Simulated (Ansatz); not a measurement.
**Property card for two-dimensional HfS$_{2}$**

HfS2:
```xyz
3
Lattice="3.5644 0.0000 0.0000 -1.7822 3.0868 0.0000 0.0000 0.0000 32.0000" Properties=species:S:1:pos:R:3 pbc="T T F"
Hf     0.0000     0.0000    16.0000
S      0.0000     2.0579    14.5619
S      1.7822     1.0289    17.4381
```
Free-standing layer in the xy plane with vacuum along z and no interaction between images.

Method: plane-wave PAW LDA (Ansatz code). Lattice and atoms are relaxed at this level; other levels are named.

### Structure

| Quantity | Result |
|---|---|
| In-plane lattice | a = 3.564 Å |
| Distance between the outermost nuclei | 2.88 Å |

### Electronic structure

| Item | Value |
|---|---|
| Band gap | 0.98 eV (indirect) |
| Valence-band maximum | at Γ |
| Conduction-band minimum | at M |
| Ionisation potential (Kohn–Sham) | 6.39 eV |
| Electron affinity (Kohn–Sham) | 5.41 eV |
| Electron effective mass, in the valley at M | 0.21 along x, 2.3 along y (mₑ) |
| Hole effective mass, in the valley at Γ | band 1: 0.39 mₑ; band 2: 0.16 mₑ |

Space group P-3m1 (1T). A layer that has been made, often on a substrate. The LDA relaxation kept the symmetry of its start; its stability against distortions is not shown here. No spin polarisation was allowed. Scalar-relativistic: spin–orbit coupling is off unless named, which matters more the heavier the elements.

Potentials: the later of the program's two PAW sets.
